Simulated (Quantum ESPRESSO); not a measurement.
CsCl is modelled in the cubic space group Pm-3m (No. 221), the CsCl type structure, Pearson symbol cP2. Cell: a = 4.0655 Å, b = 4.0655 Å, c = 4.0655 Å, α = 90.00°, β = 90.00°, γ = 90.00°. Cl on 1b is coordinated by 8 Cs at 3.521 Å (cubic). Cs on 1a is surrounded by 8 Cl at 3.521 Å (cubic). (Neighbours: up to the widest gap in distance over summed covalent radii, below 1.35, at either atom; cation-cation contacts left out.)

Cell and atoms were relaxed with PBEsol from Materials Project entry mp-22865, within its symmetry.

### Question
What does PBEsol (Quantum ESPRESSO, PseudoDojo norm-conserving, 58 Ry, with spin-orbit coupling) give for the electronic structure near the Fermi level?

### Answer
The PBEsol gap is direct, 5.15 eV at Γ.
